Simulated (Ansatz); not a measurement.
## Na₂CrF₄: which magnetic order is lowest?

```
Na Cr F
1.0
     3.34800    0.00000    0.00000
     0.00000    9.54900    0.00000
    -0.28167    0.00000    5.65799
Na Cr F
4 2 8
Direct
  0.51280 0.18260 0.42720
  0.48720 0.68260 0.07280
  0.48720 0.81740 0.57280
  0.51280 0.31740 0.92720
  0.00000 0.00000 0.00000
  0.00000 0.50000 0.50000
  0.56270 0.45070 0.26190
  0.43730 0.95070 0.23810
  0.43730 0.54930 0.73810
  0.56270 0.04930 0.76190
  0.00610 0.19220 0.13670
  0.99390 0.69220 0.36330
  0.99390 0.80780 0.86330
  0.00610 0.30780 0.63670
```

Method: r2SCAN in Ansatz 0.2.0, PAW datasets, plane waves to 500 eV, 6×3×4 Γ-centred mesh, fermi-dirac occupations of width 0.050 eV. The atoms are fixed and numbered as listed; spin is collinear, without spin-orbit coupling.

Different starts of the self-consistent cycle ended in different solutions. Their moments in μB:

```
state   Cr5    Cr6  other atoms together  size of the net moment a cell
    A  0.00   0.00                  0.00                           0.00
    B  3.10  -3.10                  0.00                           0.00
    C  3.10   3.10                  0.20                           8.00
```

Site moments are taken in small spheres that don't touch (radius about 0.4 of the atom's shortest bond), so those of the magnetic atoms read low, and they needn't add up to the net moment. State A was run without spin polarisation.

Task: What is the order in energy at zero smearing?

Result: State C (parallel moments) comes first by a margin too small to trust; B (antiparallel, compensated) is level with it, A (without moments) lies 482 meV above it, all counted an atom of the cell. The two lowest differ by only 0.8 meV for each atom with a column above, which mesh or functional could overturn.

Task: Which states have a gap on the mesh, and what pressure does each exert on this cell?

Result: A: gap 0.30 eV, -3.9 GPa; B: gap 1.85 eV, -1.3 GPa; C: gap 1.83 eV, -1.3 GPa (positive in compression). Moments take up room: without them the pressure is lower, so that state wants a smaller cell.

Task: How much does the cell gain by forming moments?

Result: 482 meV an atom of the cell, or 3373 meV for each Cr atom, against state A, which has none. A run without spin would miss this and give wrong energies and forces. That state isn't the paramagnet, which keeps its moments, so this is no ordering energy.

The cell is that of a Crystallography Open Database entry, unchanged.

Caveats: only orders that fit this cell and collinear spins were tried, so the true order may need a larger cell or canted moments; atoms and cell are not relaxed, and each state would relax in its own way; semilocal functionals without U often misplace the states of 3d oxides, halides and chalcogenides; the k mesh is coarse, so differences of a few meV are uncertain where a state is a metal; one start a pattern, so a lower state of the same pattern may exist; the nearest magnetic pairs stand parallel in every state found, so their coupling isn't measured.
